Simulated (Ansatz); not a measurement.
An Ansatz (a program for electronic structure) run. Input:

Ansatz 0.2 input:
```yaml
crystal:
  lattice:
    - [2.8984366608, 0.0, 0.0]
    - [-1.4492183304, 2.5101197795, 0.0]
    - [0.0, 0.0, 2.827222191]
  atoms:
    - { symbol: W, position: [0.0, 0.0, 0.0] }
    - { symbol: C, position: [0.6666666667, 0.3333333333, 0.5] }
kpoints:
  mp_grid: { grid: [34, 34, 30] }
hamiltonian:
  xc: pbesol
  pseudopotentials: { kind: paw }
scf:
  occupations: { method: fermi_dirac, width: 0.1 }
elastic: { mode: relaxed_ion, stencil: two_point, amplitude: 0.005, f_tol: 0.0005 }
```

Output (shortened):

```
Pseudopotential: W, paw, valence charge 14
Pseudopotential: C, paw, valence charge 4
Functional definition: PBEsol
Crystal: 2 atoms, lattice volume = 20.569 Å³
Basis set: ecut = 420 eV, 405 PW (Γ), exchange–correlation on 40×40×40 points (8 copies of the dense FFT grid, shifted against one another)
Bands: 13, of which v1, the nominal top of the filled ones, is band 9 counted from 1 (8 counted from 0)
Symmetry: 12 space group operations
Space group: P-6m2 (ITA 187), of the structure as read, at distance tolerance 2.7e-5 Å
k-points: 1824 of 34680 (time reversal used)
SCF 1 converged in 9 iterations: F = -10503.734654 eV  dr2 = 1.36e-14
Crystal: 2 atoms, lattice volume = 20.466 Å³
Symmetry: 4 space group operations
k-points: 4912 of 34680 (time reversal used)
SCF 2 converged in 8 iterations: F = -10503.733304 eV  dr2 = 3.17e-14
relax step   1: F+E_penalty+E_count = -10503.73330377 eV  Δ(F+E_penalty+E_count) = +0.000e0 eV  max|allowed force component| = 2.873e-2 eV/Å  Δτ_max = 0.0000 Å  (8 SCF iters, accepted)
Crystal: 2 atoms, lattice volume = 20.466 Å³
SCF 3 converged in 6 iterations: F = -10503.733328 eV  dr2 = 5.79e-14
relax step   2: F+E_penalty+E_count = -10503.73332813 eV  Δ(F+E_penalty+E_count) = -2.436e-5 eV  max|allowed force component| = 6.011e-3 eV/Å  Δτ_max = 0.0007 Å  (6 SCF iters, accepted)
Crystal: 2 atoms, lattice volume = 20.466 Å³
SCF 4 converged in 10 iterations: F = -10503.733329 eV  dr2 = 0.0
relax step   3: F+E_penalty+E_count = -10503.73332924 eV  Δ(F+E_penalty+E_count) = -1.114e-6 eV  max|allowed force component| = 7.439e-6 eV/Å  Δτ_max = 0.0002 Å  (10 SCF iters, accepted)
Crystal: 2 atoms, lattice volume = 20.466 Å³
SCF 5 converged in 10 iterations: F = -10503.733329 eV  dr2 = 6.25e-17
Crystal: 2 atoms, lattice volume = 20.672 Å³
SCF 6 converged in 8 iterations: F = -10503.733594 eV  dr2 = 2.02e-14
relax step   1: F+E_penalty+E_count = -10503.73359413 eV  Δ(F+E_penalty+E_count) = +0.000e0 eV  max|allowed force component| = 2.732e-2 eV/Å  Δτ_max = 0.0000 Å  (8 SCF iters, accepted)
Crystal: 2 atoms, lattice volume = 20.672 Å³
SCF 7 converged in 6 iterations: F = -10503.733618 eV  dr2 = 8.22e-14
relax step   2: F+E_penalty+E_count = -10503.73361758 eV  Δ(F+E_penalty+E_count) = -2.345e-5 eV  max|allowed force component| = 5.372e-4 eV/Å  Δτ_max = 0.0008 Å  (6 SCF iters, accepted)
Crystal: 2 atoms, lattice volume = 20.672 Å³
SCF 8 converged in 9 iterations: F = -10503.733618 eV  dr2 = 0.0
relax step   3: F+E_penalty+E_count = -10503.73361759 eV  Δ(F+E_penalty+E_count) = -9.084e-9 eV  max|allowed force component| = 6.537e-7 eV/Å  Δτ_max = 0.0000 Å  (9 SCF iters, accepted)
Crystal: 2 atoms, lattice volume = 20.672 Å³
SCF 9 converged in 10 iterations: F = -10503.733618 eV  dr2 = 5.72e-17
Crystal: 2 atoms, lattice volume = 20.466 Å³
SCF 10 converged in 7 iterations: F = -10503.733096 eV  dr2 = 4.91e-14
Crystal: 2 atoms, lattice volume = 20.672 Å³
SCF 11 converged in 5 iterations: F = -10503.733043 eV  dr2 = 2.25e-14
Crystal: 2 atoms, lattice volume = 20.569 Å³
Symmetry: 2 space group operations
k-points: 8944 of 34680 (time reversal used)
SCF 12 converged in 8 iterations: F = -10503.734140 eV  dr2 = 3.06e-14
relax step   1: F+E_penalty+E_count = -10503.73414007 eV  Δ(F+E_penalty+E_count) = +0.000e0 eV  max|allowed force component| = 7.596e-4 eV/Å  Δτ_max = 0.0000 Å  (8 SCF iters, accepted)
Crystal: 2 atoms, lattice volume = 20.569 Å³
SCF 13 converged in 9 iterations: F = -10503.734140 eV  dr2 = 0.0
relax step   2: F+E_penalty+E_count = -10503.73414009 eV  Δ(F+E_penalty+E_count) = -1.719e-8 eV  max|allowed force component| = 1.583e-4 eV/Å  Δτ_max = 0.0000 Å  (9 SCF iters, accepted)
Crystal: 2 atoms, lattice volume = 20.569 Å³
SCF 14 converged in 10 iterations: F = -10503.734140 eV  dr2 = 6.12e-17
Crystal: 2 atoms, lattice volume = 20.569 Å³
SCF 15 converged in 8 iterations: F = -10503.734140 eV  dr2 = 2.94e-14
relax step   1: F+E_penalty+E_count = -10503.73414007 eV  Δ(F+E_penalty+E_count) = +0.000e0 eV  max|allowed force component| = 7.596e-4 eV/Å  Δτ_max = 0.0000 Å  (8 SCF iters, accepted)
Crystal: 2 atoms, lattice volume = 20.569 Å³
SCF 16 converged in 9 iterations: F = -10503.734140 eV  dr2 = 0.0
relax step   2: F+E_penalty+E_count = -10503.73414009 eV  Δ(F+E_penalty+E_count) = -1.719e-8 eV  max|allowed force component| = 1.583e-4 eV/Å  Δτ_max = 0.0000 Å  (9 SCF iters, accepted)
Crystal: 2 atoms, lattice volume = 20.569 Å³
SCF 17 converged in 10 iterations: F = -10503.734140 eV  dr2 = 6.11e-17
SCF converged after 9 iterations
Free energy (F): -10503.734654 eV
Harris-Foulkes:  -10503.734654 eV  (|F-HF|=0.00e0)
Internal energy: -10503.724691 eV  (E = F + TS)
E sigma→0 (E₀):  -10503.729672 eV
Entropy (-TS):   -0.009963 eV (-4.981 meV/atom)
Fermi energy:    20.659296 eV
--- Per-component energies (eV) ---
  E_band       = -57.069249
  E_kinetic    = 542.320390
  E_local      = -660.702027  (includes V_loc(G=0)·N_el)
  E_nonlocal   = 28.154159
  E_hartree    = 233.388808
  E_xc         = -314.679667
  E_vxc        = -300.241118  (∫ρ·V_xc dr)
  E_paw        = -8530.887796  (= ΣΔE_a)
  E_vpaw       = -133.378202  (= ΣTr[D̂ρ^β])
  E_aug_tail   = -0.000064  (compensation charges beyond the density's cutoff)
  E_ewald      = -1801.561386
  E_core_change = 0.242893  (= ΣΔE_core)
  E_smearing   = -0.009963  (= −TS)
  E_closure    = 0.000000  (closes the sum)
  Σ components = -10503.734654   (vs F -10503.734654, Δ=0.00e0)
--- Forces (eV/Å), atoms counted from 1 ---
  atom   1  W      0.00000000     0.00000000     0.00000000
  atom   2  C      0.00000000     0.00000000     0.00000000
  max |Σ_I F_I| component: 6.11e-16 eV/Å
--- Stress (GPa, compression-positive) ---
        0.202255       0.000000       0.000000
        0.000000       0.202255       0.000000
        0.000000       0.000000      -0.068737
  P = ⅓ Tr σ = 0.1119 GPa (1.119 kbar)
--- Band table (eV; the first three rows and the last of 1824) ---
  k-point 0: bands = ["-53.2132", "-17.2308", "-17.1221", "-17.1221", "6.1562", "16.2658", "17.2688", "17.2688", "20.7662", "23.9106", "23.9106", "26.3381", "26.3381"]
  k-point 1: bands = ["-53.2127", "-17.2398", "-17.1213", "-17.1213", "6.1842", "16.2550", "17.2815", "17.2815", "20.7587", "23.7998", "23.7998", "26.4110", "26.4110"]
  k-point 2: bands = ["-53.2113", "-17.2662", "-17.1191", "-17.1191", "6.2674", "16.2181", "17.3191", "17.3191", "20.7444", "23.5119", "23.5119", "26.5823", "26.5823"]
  k-point 1823: bands = ["-53.1023", "-17.8042", "-17.6455", "-17.5731", "9.6945", "13.3448", "15.2073", "19.0585", "19.9845", "25.1211", "27.1503", "28.3129", "29.8598"]
--- Elastic constants: 3 strain directions × 2 members + reference (group order 12) ---
  dense FFT box of the reference and of every strained cell: 20×20×20
  strains applied: 11, 33, 23; error gains …
  C = ∂σ_k/∂η_j (tension-positive GPa; Voigt order 11 22 33 23 13 12):
       736.583    244.085    186.389      0.000      0.000      0.000
       244.085    736.583    186.389      0.000      0.000      0.000
       186.090    186.090    988.462      0.000      0.000      0.000
         0.000      0.000      0.000    321.097      0.000      0.000
         0.000      0.000      0.000      0.000    321.097      0.000
         0.000      0.000      0.000      0.000      0.000    246.249
  reference stress σ⁰ (GPa):     -0.202     -0.202      0.069      0.000      0.000      0.000
  moduli (Voigt/Reuss/Hill, GPa): K = 410.53/406.75/408.64   G = 300.69/292.61/296.65   E = 716.56   ν = 0.208
  mechanically stable: yes (min eigenvalue of sym C = 246.25 GPa)
  harmonic check of the ions' relaxations: strain 23: 1 pair too noisy to judge …
  the stresses are not corrected for the forces that the relaxations left standing (`elastic.f_tol`)
  strain η (Voigt 11):  stress-route row diagonal C_11 = 736.58 GPa, energy-path curvature d²(F+E_count+ΔE)/dδ²/Ω₀ = 736.51 GPa
         δ    σ_11 (GPa)             F (eV)   n_scf  n_hpsi   n_pw
    -5.000e-3      -3.9508      -10503.7333292      10  1168341    419   relax 3 steps, max|allowed force component| 7.44e-6 eV/Å
     5.000e-3       3.4151      -10503.7336176      10  1168098    423   relax 3 steps, max|allowed force component| 6.54e-7 eV/Å
  strain η (Voigt 33):  stress-route row diagonal C_33 = 988.46 GPa, energy-path curvature d²(F+E_count+ΔE)/dδ²/Ω₀ = 988.39 GPa
         δ    σ_33 (GPa)             F (eV)   n_scf  n_hpsi   n_pw
    -5.000e-3      -4.9522      -10503.7330959       7  416824    419   relax 0 steps, max|allowed force component| 2.68e-16 eV/Å
     5.000e-3       4.9324      -10503.7330432       5  341925    423   relax 0 steps, max|allowed force component| 1.85e-16 eV/Å
  strain η (Voigt 23):  stress-route row diagonal C_44 = 321.10 GPa, energy-path curvature d²(F+E_count+ΔE)/dδ²/Ω₀ = 321.16 GPa
         δ    σ_23 (GPa)             F (eV)   n_scf  n_hpsi   n_pw
    -5.000e-3      -1.6055      -10503.7341401      10  2127322    421   relax 2 steps, max|allowed force component| 1.58e-4 eV/Å
     5.000e-3       1.6055      -10503.7341401      10  2127331    421   relax 2 steps, max|allowed force component| 1.58e-4 eV/Å
```

Cost: roughly 30 core-minutes on shared cores.

Symmetry was held in the PBEsol relaxation. No spin polarisation was allowed. As this level gives no gap, shear constants depend on the k-mesh and smearing (Fermi–Dirac, 0.1 eV here). Scalar-relativistic: spin–orbit coupling is off unless named, which matters more the heavier the elements.

Potentials: the later of the program's two PAW sets.

Ansatz is a plane-wave DFT program.
